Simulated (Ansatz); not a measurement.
A geometry of Al away from equilibrium: step 2 of the relaxation of a relaxed Al cell displaced along its unstable phonon at q = (½, 0, 0) of its primitive reciprocal cell (97i cm⁻¹), largest move 0.15 Å. Level of theory: PBE (plane waves to 420 eV, PAW, scalar-relativistic; Ansatz, an electronic-structure program). Γ-centred k-mesh 6×12×12 on the run's cell (coarser than for final values), Fermi–Dirac smearing 0.05 eV.

```yaml
crystal:
  lattice:
    - [5.36181, 0.00000, 0.00000]
    - [0.00000, 2.72265, 0.00000]
    - [0.00000, 0.00000, 2.71679]
  atoms:
    - { symbol: Al, position: [0.00000, 0.00000, 0.11358] }
    - { symbol: Al, position: [0.50000, 0.00000, 0.88642] }
```

### Question
Predict the force on each atom, in eV/Å.

### Answer
| atom | Fx | Fy | Fz |
|---|---|---|---|
| Al1 | 0.00 | 0.00 | 0.23 |
| Al2 | 0.00 | 0.00 | -0.23 |

### Question
What is the pressure?

### Answer
-0.3 GPa, compression positive.

### Question
How much energy per atom can still be gained by relaxing?

### Answer
0.11 to 0.12 eV/atom (the two k-meshes of the run give this range); the path ends in Cmmm (No. 65) at a tolerance of 0.01 Å, P6/mmm (No. 191) at 0.1 Å.

No spin polarisation in the result.

The run could not lose the symmetry of its start: the end is stationary, and may be a saddle point rather than a minimum.

The end of the path is a generated cell of Al: the first start was made by placing the elements on the sites of a structure type, and the end was not matched to a known phase here, so it may be hypothetical. Known forms of Al include space group No. 225.
